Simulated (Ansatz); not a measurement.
ZrO$_{2}$:
```
CELL_PARAMETERS angstrom
      5.09862     0.00000     0.00000
      0.00000    10.09025     0.00000
      0.00000     0.00000     5.26996
ATOMIC_POSITIONS crystal
  Zr 0.75293 0.38445 0.96584
  Zr 0.24707 0.61555 0.03416
  Zr 0.74707 0.61555 0.46584
  Zr 0.25293 0.38445 0.53416
  Zr 0.25293 0.11555 0.03416
  Zr 0.74707 0.88445 0.96584
  Zr 0.24707 0.88445 0.53416
  Zr 0.75293 0.11555 0.46584
  O  0.62801 0.28967 0.62564
  O  0.37199 0.71033 0.37436
  O  0.87199 0.71033 0.12564
  O  0.12801 0.28967 0.87436
  O  0.12801 0.21033 0.37436
  O  0.87199 0.78967 0.62564
  O  0.37199 0.78967 0.87436
  O  0.62801 0.21033 0.12564
  O  0.99790 0.47780 0.26122
  O  0.00210 0.52220 0.73878
  O  0.50210 0.52220 0.76122
  O  0.49790 0.47780 0.23878
  O  0.49790 0.02220 0.73878
  O  0.50210 0.97780 0.26122
  O  0.00210 0.97780 0.23878
  O  0.99790 0.02220 0.76122
```

Relaxed with r²SCAN.

Map the valence electron density (e/Å³), cut off at 1 on the plane through (0.753, 0.384, 0.966) spanned by u = [1, 0, 0] and v = [0, 1, 1] in lattice vectors, from r²SCAN in the plane-wave PAW code Ansatz.

x is the fraction of u, y of v (the angle between them is 90°; rows are the nearest grid lines); atoms in the plane: Zr at (0.00, 0.00), O at (0.38, 0.91).
```
|99999421121100000001399999|
|99996579999994100000149999|
|99643599999998310000013699|
|00001389999996210000111110|
|00000012344321000000011100|
|00000000000000000000000000|
|00001111000000000111110000|
|22345776421000124799864322|
|22346898531000136999985322|
|00011122222343322333221000|
|00000011248999973211100000|
|00000002699999999410000000|
|00001011399999997200000000|
|00000000001244544211000000|
|00000000000135899742100000|
|12222110001279999996210001|
|47998531001248999973111124|
|24554321112456542210000112|
|11222111136999852110000001|
|00011223358999975443221000|
|00112343322222234566532100|
|99642211100000001122234699|
|99994210000000000011259999|
|99999421121100000001399999|
```
Scale: ten equal steps from 0.045 (start of '0') to 1.00 (end of '9'), in the order '0123456789'; x runs from 0.000 to 1.00, y from 0.000 (bottom) to 1.00 (top).

The density is the valence pseudo-density with augmentation charge, so density and ELF within about 1 Å of a nucleus are not all-electron values.

Space group Pbca. The workflow started from a Materials Project entry (that database holds measured and hypothetical structures alike); the Crystallography Open Database copy checked does not list it. It is not the phase usual at ambient conditions (space group No. 14). The cell was relaxed with r²SCAN under the symmetry of its start; its stability against distortions is not shown here. No spin polarisation was allowed.

Potentials: the earlier of the program's two PAW sets. The files were generated under PBE; for other functionals the program regenerates the frozen cores, and for LDA and PBEsol the local potential too.
